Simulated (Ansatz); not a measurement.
PbS:
```cif
data_PbS
_chemical_formula_sum 'Pb1 S1'
_space_group_name_H-M_alt 'P 1'
_space_group_IT_number 1
_cell_length_a 4.20843
_cell_length_b 4.20843
_cell_length_c 4.20843
_cell_angle_alpha 60.000
_cell_angle_beta 60.000
_cell_angle_gamma 60.000
loop_
_space_group_symop_operation_xyz
  'x, y, z'
loop_
_atom_site_label
_atom_site_type_symbol
_atom_site_fract_x
_atom_site_fract_y
_atom_site_fract_z
_atom_site_occupancy
Pb1 Pb 0.50000 0.50000 0.50000 1
S1 S 0.00000 0.00000 0.00000 1
```

Relaxed with r²SCAN+D4.

Problem. Tabulate the valence density and the electron localisation function along the shortest Pb–S contact (2.98 Å), r²SCAN+D4 in the plane-wave PAW code Ansatz.

Solution. 

| distance from Pb (Å) | density (e/Å³) | ELF |
|---|---|---|
| 0.30 | 6.45 | 0.02 |
| 0.45 | 4.93 | 0.10 |
| 0.60 | 3.44 | 0.27 |
| 0.74 | 2.10 | 0.42 |
| 0.89 | 1.12 | 0.46 |
| 1.04 | 0.58 | 0.39 |
| 1.19 | 0.34 | 0.27 |
| 1.34 | 0.24 | 0.21 |
| 1.49 | 0.22 | 0.25 |
| 1.64 | 0.25 | 0.43 |
| 1.79 | 0.34 | 0.67 |
| 1.93 | 0.49 | 0.81 |
| 2.08 | 0.72 | 0.86 |
| 2.23 | 0.98 | 0.85 |
| 2.38 | 1.12 | 0.74 |
| 2.53 | 1.00 | 0.42 |
| 2.68 | 0.63 | 0.07 |

The density is the valence pseudo-density with augmentation charge, so density and ELF within about 1 Å of a nucleus are not all-electron values.

Space group Fm-3m (rock salt). The cell was relaxed with r²SCAN+D4 under the symmetry of its start. Scalar-relativistic: spin–orbit coupling is off unless named, which matters more the heavier the elements.

Potentials: the earlier of the program's two PAW sets.
